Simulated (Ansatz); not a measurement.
Problem. Each is relaxed and computed with the program Ansatz at the PBEsol level (PAW). Which is the only metal?
A. ScOF, P4/nmm (Sc on 2c, O on 2b, F on 2a)
B. BN, rock salt
C. LaScO3, Pnma (La on 4c, O on 8d, Sc on 4b, O on 4c)
D. ScAs, rock salt

Solution. D, ScAs, rock salt. ScAs: metal; LaScO3: gap 3.93 eV (direct); BN: gap 1.28 eV (indirect); ScOF: gap 4.42 eV (indirect). Constructed cells (a structure type filled with these elements, in neither database checked): BN, rock salt. Not the usual ambient phase: BN, rock salt. Standing as an ambient phase not checked: ScAs, rock salt; ScOF, P4/nmm (Sc on 2c, O on 2b, F on 2a). Unstable at this level: BN, rock salt; ScOF, P4/nmm (Sc on 2c, O on 2b, F on 2a). All cells were relaxed under the symmetry of their starts (and spin orders); stability against distortions was not tested throughout. Rows with no word on spin ran without spin polarisation. Scalar-relativistic: spin–orbit coupling is off unless named, which matters more the heavier the elements.

Potentials: the later of the program's two PAW sets.
